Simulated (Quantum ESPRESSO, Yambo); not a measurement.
Sr2MgWO6 (space group I4/m, No. 87): one geometry, one set of PBEsol (Quantum ESPRESSO, PseudoDojo norm-conserving, 84 Ry, no spin-orbit coupling) orbitals, self-energies from Yambo (4×4×4 Γ-centred k mesh, bands 3 to 152 and a 6 Ry block in the screening, 152 bands in G with the Bruneval-Gonze terminator, plasmon pole fitted at 27.2 eV).

| level | gap (0, 0, 0.25) → X (eV) | direct gap at X (eV) |
|---|---|---|
| PBEsol (Quantum ESPRESSO) | 3.02 | 3.04 |
| exchange only (Hartree-Fock self-energy on PBEsol orbitals) | (withheld) | (withheld) |
| static COHSEX@PBEsol | 5.44 | 5.47 |
| G0W0@PBEsol, plasmon pole | (withheld) | (withheld) |

Problem. Complete the blanks.

Solution. 
- exchange only (Hartree-Fock self-energy on PBEsol orbitals), gap (0, 0, 0.25) → X (eV): 13.70
- exchange only (Hartree-Fock self-energy on PBEsol orbitals), direct gap at X (eV): 13.72
- G0W0@PBEsol, plasmon pole, gap (0, 0, 0.25) → X (eV): 4.99
- G0W0@PBEsol, plasmon pole, direct gap at X (eV): 5.01

Bare exchange has no screening and gives the widest gap; static COHSEX screens it but leaves out the frequency dependence, which G0W0 restores. All rows use the PBEsol edge points; in the exchange only run other k points give a smaller gap, 13.51 eV.

Convergence of the G0W0 settings was not tested.

Geometry of the Materials Project entry, not relaxed at this level; primitive cell a = b = c = 5.6095 Å, α = β = 120.38°, γ = 89.34°.

The structure is a Materials Project entry; no match was found in the copy of COD used, and its stability was not checked.
